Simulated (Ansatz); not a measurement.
Relaxed Al (fcc, Cu type):

```
CELL_PARAMETERS angstrom
      4.03999     0.00000     0.00000
      0.00000     4.03999     0.00000
      0.00000     0.00000     4.03999
ATOMIC_POSITIONS crystal
  Al 0.00000 0.00000 0.00000
  Al 0.50000 0.50000 0.00000
  Al 0.50000 0.00000 0.50000
  Al 0.00000 0.50000 0.50000
```

In each cell atom 1 (Al, nearest neighbour Al at 2.857 Å; its periodic images, 4.0 Å or more away, move with it) moves by s·(0.577, 0.577, 0.577) (along Cartesian [111]), the rest being held.

Method: PBE (plane waves to 420 eV, PAW, scalar-relativistic; Ansatz, a program for electronic structure). k mesh 9×9×9 (Γ-centred), Fermi-Dirac smearing 0.05 eV. The energy includes the smearing's −TS. With partly filled bands, energies and forces of such displacements shift with the k mesh and the smearing. On this mesh the relaxed cell isn't quite at rest: it carries a pressure of 0.2 GPa (compression positive) at the zero of the scan. Al was relaxed with its symmetry unable to fall. The PAW data are Ansatz's earlier set. The zero of ΔE is the undisplaced structure.

Successive frames, forces in eV/Å:

```tsv
frame	ΔE (meV/cell)	F on Al1	F on Al2	F on Al3	F on Al4
s = 0.456 Å	535	(-1.552, -1.552, -1.552)	(0.905, 0.905, -0.258)	(0.905, -0.258, 0.905)	(-0.258, 0.905, 0.905)
s = 0.342 Å	281	(-1.039, -1.039, -1.039)	(0.606, 0.606, -0.174)	(0.606, -0.174, 0.606)	(-0.174, 0.606, 0.606)
s = 0.228 Å	118	(-0.626, -0.626, -0.626)	(0.366, 0.366, -0.106)	(0.366, -0.106, 0.366)	(-0.106, 0.366, 0.366)
```

### Question
What are the energy and the forces in the next frame, s = 0.114 Å?

### Answer
ΔE (meV/cell) = 29.

```
atom      Fx      Fy      Fz
----  ------  ------  ------
Al1   -0.293  -0.293  -0.293
Al2    0.171   0.171  -0.049
Al3    0.171  -0.049   0.171
Al4   -0.049   0.171   0.171
```

(For displaced atoms, the force is minus the slope of the energy, and its curvature is a force constant, which sets phonon frequencies.)
